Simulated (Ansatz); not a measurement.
Calculation for Si2W: DFT, LDA, all-electron LAPW, scalar-relativistic (Ansatz 0.2.0).

The base volume is that of a database entry, with shape and atoms relaxed on PAW files at held volume, so it needn't be at zero pressure; the structure needn't be the stable phase, at rest or compressed.

Command: `ansatz run input.yaml --threads 1 --pin off --max-ram 3072MiB --backend cpu --events-out ev --progress --plain --runs-dir out` It took 2.4 min on 1 thread of Arm Neoverse V2, on a shared host, peak memory 1.3 GiB.

```yaml
crystal:
  lattice:
    - [-1.6053345466, 1.6053345466, 3.9109144543]
    - [1.6053345466, -1.6053345466, 3.9109144543]
    - [1.6053345466, 1.6053345466, -3.9109144543]
  atoms:
    - { symbol: Si, position: [0.3350310621, 0.3350310621, 0.0] }
    - { symbol: Si, position: [0.6649689379, 0.6649689379, 0.0] }
    - { symbol: W, position: [0.0, 0.0, 0.0] }
kpoints:
  mp_grid: { grid: [16, 16, 16] }
  band_path:
    path:
      - [0.0, 0.0, 0.0]
      - [0.0, 0.0, 0.5]
      - [0.25, 0.25, 0.25]
      - [0.0, 0.5, 0.0]
      - [0.0, 0.0, 0.0]
      - [0.5, 0.5, -0.5]
      - [0.292122533, 0.707877467, -0.292122533]
      - [-0.292122533, 0.292122533, 0.292122533]
      - [0.0, 0.0, 0.0]
    npoints: 14
scf:
  occupations: { method: fermi_dirac, width: 0.05 }
hamiltonian:
  xc: lda
  pseudopotentials: { kind: all_electron, lapw: { basis_error: 0.001 } }
output:
  forces: true
  stress: true
  eigenvalues: true
  populations: true
```

Output:

```
Si: projections on atomic orbitals take those of the free atom 1s2 2s2 2p6 3s2 3p2, of charge +0.00 (hamiltonian.pseudopotentials.projection_atoms)
W: projections on atomic orbitals take those of the free atom 1s2 2s2 2p6 3s2 3p6 3d10 4s2 4p6 4d10 4f14 5s2 5p6 5d4 6s2, of charge +0.00 (hamiltonian.pseudopotentials.projection_atoms)
LAPW: plane waves up to 7.937 Å⁻¹, error target 1.0e-3 eV per atom; small_component_spin mean_spin; Si in spheres of 1.143 Å, 12 of its electrons in bands, Dirac shells []; W in spheres of 1.468 Å, 38 of its electrons in bands, Dirac shells [] (how accurate: hamiltonian.pseudopotentials.lapw.basis_error, Limitations)
Engine: ansatz 0.2.0
Pseudopotentials: kind: all_electron
Pseudopotential: Si, LAPW, valence charge 12, lapw/all_electron/scalar/gaussian/Si, Koelling and Harmon's equation, gaussian nucleus
Pseudopotential: W, LAPW, valence charge 38, lapw/all_electron/scalar/gaussian/W, Koelling and Harmon's equation, gaussian nucleus
Functional definition: SPW92
  exchange = slater_x
  correlation = pw_c
Crystal: 3 atoms, lattice volume = 40.315 Å³
Basis set: ecut = 240.01777333728333 eV, 329 PW (Γ), FFT grids on a1+a3, a2+a3, a3, exchange–correlation at level 2
Bands: 38, of which v1, the nominal top of the filled ones, is band 31 counted from 1 (30 counted from 0)
Symmetry: 16 space group operations
Space group: I4/mmm (ITA 139), of the structure as read, at distance tolerance 3.4e-5 Å
k-points: 349 of 4096
Non-local potential: Si, projectors of the file, none
Non-local potential: W, projectors of the file, none
Initial density: superposition of atomic densities (chi_scale 0.1, normalization cell, long waves kept (reshape's long-wave potential 0.00 eV rms))
Initial wavefunctions: plane waves of lowest kinetic energy (no species holds an atomic orbital)
Functional: x = slater, c = lda
iter 1 solved again at ethr=3.48e-4 eV; its pass at ethr=1.00e-1 eV (dr2=2.16e-1 eV) is discarded
SCF iter   1: F=—  HF=-454679.305097 eV  |F-HF|=—  |Δ(HF+E_count)|=         —  Δρ=2.65e-2  dr2=2.16e-1  ethr=3.48e-4  ⟨swp⟩=2.7  Hψ=86400  notcnv=0
preconditioner: auto → Kerker (q_TF=auto, 2.931 Å⁻¹)  [metal: Δε(μ)=0.007 eV  Ē_g=20.842 eV  σ=0.050 eV  W_gap=0.03  n_scr=14 (ndim 8)  ℏωp=30.9 eV  f_vac=0.000  D(μ)=0.26/eV (n_scr^D=0)]
SCF iter   2: F=—  HF=-454679.175095 eV  |F-HF|=—  |Δ(HF+E_count)|=   1.30e-1  Δρ=2.00e-2  dr2=2.42e-1  ethr=3.48e-4  ⟨swp⟩=2.0  Hψ=39831  notcnv=0
SCF iter   3: F=—  HF=-454679.114249 eV  |F-HF|=—  |Δ(HF+E_count)|=   6.08e-2  Δρ=1.05e-2  dr2=4.75e-2  ethr=3.48e-4  ⟨swp⟩=2.0  Hψ=39148  notcnv=0
SCF iter   4: F=—  HF=-454679.095572 eV  |F-HF|=—  |Δ(HF+E_count)|=   1.87e-2  Δρ=4.17e-3  dr2=1.10e-2  ethr=7.66e-5  ⟨swp⟩=2.0  Hψ=37576  notcnv=0
iter 5 solved again at ethr=8.68e-7 eV; its pass at ethr=1.77e-5 eV (dr2=5.38e-4 eV) is discarded
SCF iter   5: F=—  HF=-454679.094925 eV  |F-HF|=—  |Δ(HF+E_count)|=         —  Δρ=7.88e-4  dr2=5.37e-4  ethr=8.68e-7  ⟨swp⟩=2.0  Hψ=64542  notcnv=0
the basis was enlarged: its passes take 337.2 KiB over the memory plan, 1 of 1 planned eigensolver slots
SCF iter   6: F=—  HF=-454679.093485 eV  |F-HF|=—  |Δ(HF+E_count)|=   1.44e-3  Δρ=4.12e-4  dr2=7.05e-5  ethr=8.67e-7  ⟨swp⟩=2.0  Hψ=37478  notcnv=0
SCF iter   7: F=—  HF=-454679.093465 eV  |F-HF|=—  |Δ(HF+E_count)|=   2.05e-5  Δρ=2.05e-4  dr2=2.57e-5  ethr=1.14e-7  ⟨swp⟩=2.0  Hψ=37475  notcnv=0
SCF iter   8: F=—  HF=-454679.093461 eV  |F-HF|=—  |Δ(HF+E_count)|=   3.61e-6  Δρ=4.23e-5  dr2=8.86e-7  ethr=4.15e-8  ⟨swp⟩=2.0  Hψ=37475  notcnv=0
SCF iter   9: F=-454679.093461 eV  HF=-454679.093461 eV  |F-HF|=3.35e-8  |Δ(HF+E_count)|=   8.20e-8  Δρ=1.33e-5  dr2=7.33e-8  ethr=1.43e-9  ⟨swp⟩=2.0  Hψ=37486  notcnv=0
SCF 1 converged in 9 iterations: F = -454679.093461 eV  dr2 = 7.33e-8
NSCF: frozen V_eff on 113 k-points
SCF converged after 9 iterations
Free energy (F): -454679.093461 eV
Harris-Foulkes:  -454679.093461 eV  (|F-HF|=3.35e-8)
Internal energy: -454679.091385 eV  (E = F + TS)
E sigma→0 (E₀):  -454679.092423 eV
Entropy (-TS):   -0.002076 eV (-0.692 meV/atom)
Fermi energy:    20.300273 eV
--- Per-component energies (eV) ---
  E_band       = -3525.164769
  E_kinetic    = 507223.214259
  E_xc         = -9661.474996
  E_electrostatic = -952240.830648  (all electrons and nuclei)
  E_smearing   = -0.002076  (= −TS)
  E_closure    = 0.000000  (closes the sum)
  E_atoms      = -454653.241671  (free atoms, spherical and without spin; not in F)
  Σ components = -454679.093461   (vs F -454679.093461, Δ=0.00e0)
  Basis errors (estimates in eV, not in F): energy 3.2e-4 per atom: plane waves 2.8e-4 (1.5e-4 summed), levels above the bands 2.6e-71, relativity 4.9e-9, radial functions 3.6e-5, core shells 3.1e-7; eigenvalues (radial functions only) 1.7e-6; not estimated: angular momenta, meshes, grids; target (lapw.basis_error) 1.0e-3; muffin-tin radii Si 1.143 Å, W 1.468 Å
--- Forces (eV/Å), atoms counted from 1 ---
  atom   1  Si     0.00000000     0.00000000     0.00400547
  atom   2  Si     0.00000000     0.00000000    -0.00400547
  atom   3  W     -0.00000000     0.00000000    -0.00000000
  max |Σ_I F_I| component: 1.73e-18 eV/Å
--- Stress (GPa, compression-positive) ---
       -5.082900       0.000000       0.000000
        0.000000      -5.082900       0.000000
        0.000000       0.000000      -5.123287
  P = ⅓ Tr σ = -5.0964 GPa (-50.964 kbar)
--- Band table (eV; the first three rows and the last of 349) ---
  k-point 0: bands = ["-212.1699", "-212.1334", "-212.1311", "-212.1108", "-212.1108", "-113.2634", "-113.2615", "-70.1178", "-70.1178", "-70.1133", "-70.1133", "-70.1090", "-70.1012", "-53.4535", "-17.7477", "-17.7179", "-17.7179", "-7.7653", "-7.7653", "-7.7311", "-7.7284", "-7.7143", "-7.7143", "-7.7040", "6.2888", "13.4791", "16.6113", "16.9562", "17.4860", "17.4860", "20.9049", "23.0764", "23.3559", "23.4096", "23.4096", "24.9132", "26.0097", "26.0097"]
  k-point 1: bands = ["-212.1699", "-212.1334", "-212.1311", "-212.1108", "-212.1108", "-113.2634", "-113.2615", "-70.1178", "-70.1176", "-70.1136", "-70.1133", "-70.1089", "-70.1013", "-53.4529", "-17.7461", "-17.7262", "-17.7252", "-7.7654", "-7.7653", "-7.7308", "-7.7282", "-7.7144", "-7.7144", "-7.7041", "6.4161", "13.5953", "16.1727", "16.9873", "17.1662", "17.9526", "20.2765", "22.8791", "23.5019", "23.5187", "23.7241", "24.9133", "26.1323", "26.3847"]
  k-point 2: bands = ["-212.1699", "-212.1334", "-212.1311", "-212.1108", "-212.1108", "-113.2633", "-113.2616", "-70.1179", "-70.1171", "-70.1144", "-70.1133", "-70.1086", "-70.1013", "-53.4512", "-17.7493", "-17.7458", "-17.7416", "-7.7657", "-7.7656", "-7.7301", "-7.7277", "-7.7147", "-7.7146", "-7.7044", "6.7905", "13.9181", "15.5845", "16.4333", "17.0860", "18.5185", "18.9883", "22.6612", "23.7345", "23.7591", "24.3653", "24.7530", "26.7397", "27.1364"]
  k-point 348: bands = ["-212.1699", "-212.1334", "-212.1311", "-212.1108", "-212.1108", "-113.2629", "-113.2620", "-70.1181", "-70.1181", "-70.1130", "-70.1130", "-70.1061", "-70.1042", "-53.4533", "-17.7652", "-17.7192", "-17.7192", "-7.7653", "-7.7653", "-7.7309", "-7.7281", "-7.7146", "-7.7146", "-7.7041", "8.5825", "9.3092", "16.4524", "17.7451", "19.5238", "19.5238", "19.7980", "19.7980", "21.0805", "24.8245", "25.0921", "26.5465", "28.1762", "29.0210"]
--- Löwdin populations: 3 sites ---
  site symbol       q [e]
     0     Si     13.9186
     1     Si     13.9186
     2      W     73.9458
  spilling = 0.002128 (of n_electrons = 102.000000)
```

populations.tsv:

```
# site	symbol	l	j	q
# orbitals = lowdin
# n_electrons = 102.000000
# spilling = 0.002128
# projection_atom_Si: 1s2 2s2 2p6 3s2 3p2
# projection_atom_W: 1s2 2s2 2p6 3s2 3p6 3d10 4s2 4p6 4d10 4f14 5s2 5p6 5d4 6s2
0	Si	0_1S	-	1.999827
0	Si	0_2S	-	1.988298
0	Si	0_3S	-	1.184271
0	Si	1_2P	-	5.996908
0	Si	1_3P	-	2.749274
1	Si	0_1S	-	1.999827
1	Si	0_2S	-	1.988298
1	Si	0_3S	-	1.184271
1	Si	1_2P	-	5.996908
1	Si	1_3P	-	2.749274
2	W	0_1S	-	1.999999
2	W	0_2S	-	1.999970
2	W	0_3S	-	1.999634
2	W	0_4S	-	1.996204
2	W	0_5S	-	1.944344
2	W	0_6S	-	0.528117
2	W	1_2P	-	6.000000
2	W	1_3P	-	5.999995
2	W	1_4P	-	5.999888
2	W	1_5P	-	5.986947
2	W	2_3D	-	9.999997
2	W	2_4D	-	9.999935
2	W	2_5D	-	5.491663
2	W	3_4F	-	13.999114
```

Next run (volume at 0.7 of the series' base cell), as changes to the input before:

```diff
   lattice:
-    - [-1.6053345466, 1.6053345466, 3.9109144543]
-    - [1.6053345466, -1.6053345466, 3.9109144543]
-    - [1.6053345466, 1.6053345466, -3.9109144543]
+    - [-1.4105753504, 1.4105753504, 3.5458052548]
+    - [1.4105753504, -1.4105753504, 3.5458052548]
+    - [1.4105753504, 1.4105753504, -3.5458052548]
   atoms:
-    - { symbol: Si, position: [0.3350310621, 0.3350310621, 0.0] }
-    - { symbol: Si, position: [0.6649689379, 0.6649689379, 0.0] }
+    - { symbol: Si, position: [0.3303025174, 0.3303025174, 0.0] }
+    - { symbol: Si, position: [0.6696974826, 0.6696974826, 0.0] }
-      - [0.292122533, 0.707877467, -0.292122533]
-      - [-0.292122533, 0.292122533, 0.292122533]
+      - [0.2895642403, 0.7104357597, -0.2895642403]
+      - [-0.2895642403, 0.2895642403, 0.2895642403]
-    npoints: 14
+    npoints: 6
 scf:
```

Results part of the output:

```
SCF 1 converged in 9 iterations: F = -454674.919506 eV  dr2 = 2.92e-8
the search or the solves at the SCF's close seem to have found levels that the self-consistency loop had missed (the run counts 1). By its estimate they hold under 1e-12 electrons; where the run keeps them, the occupations were computed again with them
NSCF: frozen V_eff on 49 k-points
SCF converged after 9 iterations
Free energy (F): -454674.919506 eV
Harris-Foulkes:  -454674.919506 eV  (|F-HF|=1.15e-8)
Internal energy: -454674.917762 eV  (E = F + TS)
E sigma→0 (E₀):  -454674.918634 eV
Entropy (-TS):   -0.001744 eV (-0.581 meV/atom)
Fermi energy:    29.843395 eV
--- Per-component energies (eV) ---
  E_band       = -5242.064003
  E_kinetic    = 507308.091459
  E_xc         = -9680.260023
  E_electrostatic = -952302.749198  (all electrons and nuclei)
  E_smearing   = -0.001744  (= −TS)
  E_closure    = 0.000000  (closes the sum)
  E_atoms      = -454653.241671  (free atoms, spherical and without spin; not in F)
  Σ components = -454674.919506   (vs F -454674.919506, Δ=0.00e0)
  Basis errors (estimates in eV, not in F): energy 3.2e-4 per atom: plane waves 2.7e-4 (1.4e-4 summed), levels above the bands 1.6e-89, relativity 8.9e-9, radial functions 4.5e-5, core shells 1.3e-7; eigenvalues (radial functions only) 1.4e-6; not estimated: angular momenta, meshes, grids; target (lapw.basis_error) 1.0e-3; muffin-tin radii Si 1.027 Å, W 1.303 Å
--- Forces (eV/Å), atoms counted from 1 ---
  atom   1  Si     0.00000000     0.00000000     0.02305148
  atom   2  Si    -0.00000000     0.00000000    -0.02305148
  atom   3  W     -0.00000000     0.00000000     0.00000000
  max |Σ_I F_I| component: 6.94e-18 eV/Å
--- Stress (GPa, compression-positive) ---
      159.678523       0.000000      -0.000000
        0.000000     159.678523       0.000000
       -0.000000       0.000000     159.431442
  P = ⅓ Tr σ = 159.5962 GPa (1595.962 kbar)
--- Band table (eV; the first three rows and the last of 349) ---
  k-point 0: bands = ["-386.1065", "-386.1065", "-386.0902", "-201.7265", "-201.7043", "-201.6931", "-201.6845", "-201.6845", "-103.3841", "-103.3704", "-60.2166", "-60.2166", "-60.2061", "-60.1895", "-60.1895", "-60.1775", "-43.4231", "-8.2488", "-7.7614", "-7.7614", "2.6204", "2.6219", "2.6219", "2.6280", "2.6538", "2.6538", "2.6600", "12.5476", "20.4083", "24.3627", "25.9531", "25.9531", "26.3088", "31.0928", "31.1419", "34.8358", "34.8358", "35.4233", "36.4671", "37.8312", "37.8312"]
  k-point 1: bands = ["-386.1065", "-386.1065", "-386.0902", "-201.7265", "-201.7043", "-201.6931", "-201.6845", "-201.6845", "-103.3838", "-103.3706", "-60.2169", "-60.2159", "-60.2067", "-60.1899", "-60.1895", "-60.1773", "-43.4193", "-8.2412", "-7.7979", "-7.7910", "2.6211", "2.6215", "2.6218", "2.6291", "2.6529", "2.6532", "2.6594", "12.7291", "20.5961", "24.4867", "25.1030", "25.3523", "27.1463", "30.2059", "31.9251", "34.9615", "35.1037", "35.1792", "36.4243", "37.8007", "38.3866"]
  k-point 2: bands = ["-386.1065", "-386.1065", "-386.0902", "-201.7265", "-201.7043", "-201.6931", "-201.6845", "-201.6845", "-103.3831", "-103.3712", "-60.2176", "-60.2139", "-60.2086", "-60.1910", "-60.1894", "-60.1770", "-43.4084", "-8.2198", "-7.8978", "-7.8743", "2.6205", "2.6214", "2.6233", "2.6323", "2.6506", "2.6517", "2.6579", "13.2567", "21.1229", "24.1531", "24.2430", "24.8503", "27.8614", "28.4075", "33.5488", "35.0195", "35.2945", "35.5091", "36.0713", "37.8546", "39.4458"]
  k-point 348: bands = ["-386.1065", "-386.1065", "-386.0902", "-201.7265", "-201.7043", "-201.6931", "-201.6845", "-201.6845", "-103.3825", "-103.3720", "-60.2178", "-60.2178", "-60.1930", "-60.1910", "-60.1883", "-60.1883", "-43.4207", "-8.3516", "-7.7665", "-7.7665", "2.6216", "2.6219", "2.6219", "2.6293", "2.6520", "2.6520", "2.6593", "15.6323", "16.6402", "23.5586", "25.6828", "28.9593", "28.9593", "29.3781", "29.3781", "31.4282", "35.3259", "35.7288", "39.1785", "39.7003", "39.7003"]
--- Löwdin populations: 3 sites ---
  site symbol       q [e]
     0     Si     13.7117
     1     Si     13.7117
     2      W     74.3278
  spilling = 0.002440 (of n_electrons = 102.000000)
```

Next run (volume at 0.5 of the series' base cell), as changes to the input before:

```diff
   lattice:
-    - [-1.4105753504, 1.4105753504, 3.5458052548]
-    - [1.4105753504, -1.4105753504, 3.5458052548]
-    - [1.4105753504, 1.4105753504, -3.5458052548]
+    - [-1.2391956559, 1.2391956559, 3.2817059144]
+    - [1.2391956559, -1.2391956559, 3.2817059144]
+    - [1.2391956559, 1.2391956559, -3.2817059144]
   atoms:
-    - { symbol: Si, position: [0.3303025174, 0.3303025174, 0.0] }
-    - { symbol: Si, position: [0.6696974826, 0.6696974826, 0.0] }
+    - { symbol: Si, position: [0.3263097826, 0.3263097826, 0.0] }
+    - { symbol: Si, position: [0.6736902174, 0.6736902174, 0.0] }
-      - [0.2895642403, 0.7104357597, -0.2895642403]
-      - [-0.2895642403, 0.2895642403, 0.2895642403]
+      - [0.2856467921, 0.7143532079, -0.2856467921]
+      - [-0.2856467921, 0.2856467921, 0.2856467921]
```

Command: `ansatz run input.yaml --threads 1 --pin off --max-ram 3072MiB --backend cpu --events-out ev --progress --plain --runs-dir out` It took 3.1 min on 1 thread of Arm Neoverse V2 (shared host), peak memory 1.7 GiB.

Results part of the output:

```
SCF 1 converged in 9 iterations: F = -454657.792668 eV  dr2 = 1.26e-8
NSCF: frozen V_eff on 49 k-points
SCF converged after 9 iterations
Free energy (F): -454657.792668 eV
Harris-Foulkes:  -454657.792668 eV  (|F-HF|=4.89e-9)
Internal energy: -454657.788858 eV  (E = F + TS)
E sigma→0 (E₀):  -454657.790763 eV
Entropy (-TS):   -0.003810 eV (-1.270 meV/atom)
Fermi energy:    41.788556 eV
--- Per-component energies (eV) ---
  E_band       = -5482.206941
  E_kinetic    = 507440.879217
  E_xc         = -9703.718182
  E_electrostatic = -952394.949894  (all electrons and nuclei)
  E_smearing   = -0.003810  (= −TS)
  E_closure    = 0.000000  (closes the sum)
  E_atoms      = -454653.241671  (free atoms, spherical and without spin; not in F)
  Σ components = -454657.792668   (vs F -454657.792668, Δ=0.00e0)
  Basis errors (estimates in eV, not in F): energy 3.0e-4 per atom: plane waves 2.6e-4 (1.4e-4 summed), levels above the bands 1.3e-111, relativity 1.9e-8, radial functions 3.5e-5, core shells 1.1e-11; eigenvalues (radial functions only) 2.0e-6; not estimated: angular momenta, meshes, grids; target (lapw.basis_error) 1.0e-3; muffin-tin radii Si 0.922 Å, W 1.169 Å
--- Forces (eV/Å), atoms counted from 1 ---
  atom   1  Si     0.00000000    -0.00000000     0.12172223
  atom   2  Si     0.00000000    -0.00000000    -0.12172223
  atom   3  W     -0.00000000     0.00000000     0.00000000
  max |Σ_I F_I| component: 6.94e-17 eV/Å
--- Stress (GPa, compression-positive) ---
      616.907221      -0.000000      -0.000000
       -0.000000     616.907221       0.000000
       -0.000000       0.000000     615.449365
  P = ⅓ Tr σ = 616.4213 GPa (6164.213 kbar)
--- Band table (eV; the first three rows and the last of 349) ---
  k-point 0: bands = ["-519.1814", "-373.6743", "-373.6743", "-373.6702", "-189.2892", "-189.2814", "-189.2652", "-189.2631", "-189.2631", "-91.5835", "-91.5101", "-48.3823", "-48.3823", "-48.3709", "-48.2780", "-48.2651", "-48.2651", "-31.8324", "2.5297", "4.1743", "4.1743", "14.8949", "14.8961", "14.9384", "14.9384", "14.9723", "15.0057", "15.0057", "21.2207", "29.3918", "33.2432", "37.1178", "37.1178", "38.8876", "40.8766", "44.1980", "49.7662", "49.7662", "50.3923", "50.5164", "51.9229", "51.9229"]
  k-point 1: bands = ["-519.1814", "-373.6743", "-373.6743", "-373.6702", "-189.2892", "-189.2814", "-189.2652", "-189.2631", "-189.2631", "-91.5820", "-91.5112", "-48.3838", "-48.3809", "-48.3723", "-48.2759", "-48.2685", "-48.2651", "-31.8136", "2.5577", "4.0451", "4.0752", "14.8974", "14.9004", "14.9375", "14.9394", "14.9702", "14.9995", "15.0002", "21.4753", "29.7294", "33.5507", "35.9471", "36.2827", "39.6219", "42.3087", "42.9898", "49.8708", "49.8925", "50.2013", "50.5290", "51.7045", "52.6342"]
  k-point 2: bands = ["-519.1814", "-373.6743", "-373.6743", "-373.6702", "-189.2892", "-189.2814", "-189.2652", "-189.2631", "-189.2631", "-91.5777", "-91.5145", "-48.3881", "-48.3768", "-48.3764", "-48.2779", "-48.2705", "-48.2652", "-31.7600", "2.6366", "3.7020", "3.7997", "14.9048", "14.9127", "14.9358", "14.9424", "14.9640", "14.9830", "14.9861", "22.1924", "30.6787", "34.0947", "34.4369", "35.0623", "40.4316", "40.4782", "44.8241", "49.2269", "50.2163", "50.4012", "50.7689", "51.2847", "54.0300"]
  k-point 348: bands = ["-519.1814", "-373.6743", "-373.6743", "-373.6702", "-189.2892", "-189.2814", "-189.2652", "-189.2631", "-189.2631", "-91.5795", "-91.5140", "-48.3854", "-48.3854", "-48.3412", "-48.3117", "-48.2621", "-48.2621", "-31.8152", "2.1635", "4.1658", "4.1658", "14.8979", "14.9030", "14.9368", "14.9368", "14.9702", "15.0016", "15.0016", "25.5389", "26.7144", "32.2007", "34.9749", "40.3007", "40.3007", "42.5178", "42.5178", "44.7217", "46.5784", "48.0402", "50.5236", "53.5629", "53.5629"]
--- Löwdin populations: 3 sites ---
  site symbol       q [e]
     0     Si     13.4536
     1     Si     13.4536
     2      W     74.7693
  spilling = 0.003171 (of n_electrons = 102.000000)
```

Spin–orbit coupling is left out, which matters for the heavy atoms. The structure type is held throughout; the real material can change phase at far lower pressure.
